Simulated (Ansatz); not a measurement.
GaRu₃C:
```yaml
crystal:
  lattice:
    - [3.99703, 0.00000, 0.00000]
    - [0.00000, 3.99703, 0.00000]
    - [0.00000, 0.00000, 3.99703]
  atoms:
    - { symbol: Ga, position: [0.00000, 0.00000, 0.00000] }
    - { symbol: Ru, position: [0.00000, 0.50000, 0.50000] }
    - { symbol: Ru, position: [0.50000, 0.00000, 0.50000] }
    - { symbol: Ru, position: [0.50000, 0.50000, 0.00000] }
    - { symbol: C, position: [0.50000, 0.50000, 0.50000] }
```

Relaxed with r²SCAN.

Map the electron localisation function on the plane through (0.000, 0.000, 0.000) spanned by u = [1, 0, 0] and v = [0, 1, 1] in lattice vectors, from DFT-r²SCAN in the program Ansatz with PAW potentials.

x is the fraction of u, y of v (the angle between them is 90°; rows are the nearest grid lines); atoms in the plane: Ga at (0.00, 0.00), Ru at (0.00, 0.50), C at (0.50, 0.50).
```
|@ .:::---:::---:::. @|
|...::----:::----::...|
|...:-----:::-----:...|
|:-------------------:|
|----==---------==----|
|---==-----------==---|
|---------------------|
|==-::--==+++==--::-==|
|++=-::=+**#**+=::-=++|
|**+=:-=*#####*=-:=+**|
|***+--+##*+*##+--+***|
|+***=-+#*:.:*#+-=***+|
|+***=-+#*:.:*#+-=***+|
|***+--+##*+*##+--+***|
|**+=:-=*#####*=-:=+**|
|++=-::=+**#**+=::-=++|
|==-::--==+++==--::-==|
|---------------------|
|---==-----------==---|
|----==---------==----|
|:-------------------:|
|...:-----:::-----:...|
|...::----:::----::...|
|@ .:::---:::---:::. @|
```
Scale: ten equal steps from -0.104 (start of ' ') to 0.996 (end of '@'), in the order ' .:-=+*#%@'; x runs from 0.000 to 1.00, y from 0.000 (bottom) to 1.00 (top).

The density is the valence pseudo-density with augmentation charge, so density and ELF within about 1 Å of a nucleus are not all-electron values.

Space group Pm-3m (anti-perovskite). The start of the workflow was typed in or built on a structure type; neither database checked (COD, Materials Project) lists it. Whether it is the stable phase at ambient conditions was not checked. Symmetry was held in the r²SCAN relaxation; whether a distortion lowers the energy is not shown. The run is not spin-polarised.

Potentials: the earlier of the program's two PAW sets.
